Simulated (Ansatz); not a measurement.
## Property card for La₃YbAs

These are results of DFT PBE, scalar-relativistic, plane waves, PAW (Ansatz 0.2.0), not measurements.

Cutoff 420 eV; k points 6×6×6 on the computed 5-atom cell (Γ-centred); Gaussian smearing, width 0.10 eV; no spin polarisation.

The structure is relaxed at this level of theory with its symmetry kept, and needn't be the ground state of this composition.

```xyz
5
Lattice="5.8483 0.0000 0.0000 0.0000 5.8483 0.0000 0.0000 0.0000 5.8483" Properties=species:S:1:pos:R:3 pbc="T T T"
La    2.9242    0.0000    0.0000
La    0.0000    2.9242    0.0000
La    0.0000    0.0000    2.9242
Yb    2.9242    2.9242    2.9242
As    0.0000    0.0000    0.0000
```

Formation energy from the elements' standard states (uncorrected)?

-0.402 eV/atom.

Kohn–Sham band gap?

none (metal).

Density of states at the Fermi level?

9.8 states/eV per cell.

Orbital (Löwdin) character within 0.5 eV of the Fermi level?

Yb 4f 62 %, La 5d 25 %.

Bader charge by site (e)?

La (3 in the cell) 0.69, Yb (1 in the cell) -0.11, As (1 in the cell) -1.96.

Spin-orbit coupling is left out, which matters for the bands of heavy elements. Spin polarisation was left out, and a magnetic state may lie lower.

The cell was found from a structure generator's guess, not taken from experiment. The 4f shell has no Hubbard U here. Löwdin shares on free-atom orbitals overweight diffuse shells.
